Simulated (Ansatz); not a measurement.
Each is relaxed and computed with r²SCAN in the plane-wave PAW code Ansatz. Which is the only one with a gap?
A) KScS2O8, C2/m (Pearson symbol mS24)
B) Y2Al3Si2, C2/m (Y on 4i, Al on 4i, Al on 2a, Si on 4i)
C) Sc3RuC4, C2/m (Pearson symbol mS32)
D) Nd2ScSi2, P4/mbm (Nd on 4h, Sc on 2a, Si on 4g)

A, KScS2O8, C2/m (Pearson symbol mS24). KScS2O8: gap 4.99 eV; Sc3RuC4: metal; Y2Al3Si2: metal; Nd2ScSi2: metal. The 4f shell is in the valence, and the state reached may lie above the lowest one. Spin orders computed, not proven ground states: Nd2ScSi2, P4/mbm (Nd on 4h, Sc on 2a, Si on 4g) ferromagnetic. Standing as an ambient phase not checked: KScS2O8, C2/m (Pearson symbol mS24); Sc3RuC4, C2/m (Pearson symbol mS32); Y2Al3Si2, C2/m (Y on 4i, Al on 4i, Al on 2a, Si on 4i); Nd2ScSi2, P4/mbm (Nd on 4h, Sc on 2a, Si on 4g). Perhaps ordered models of mixed-site phases: Sc3RuC4, C2/m (Pearson symbol mS32). All cells were relaxed under the symmetry of their starts (and spin orders); stability against distortions was not tested throughout. Rows with no word on spin ran without spin polarisation. No Hubbard U is applied. Scalar-relativistic: spin–orbit coupling is off unless named, which matters more the heavier the elements.

Potentials: the later of the program's two PAW sets.
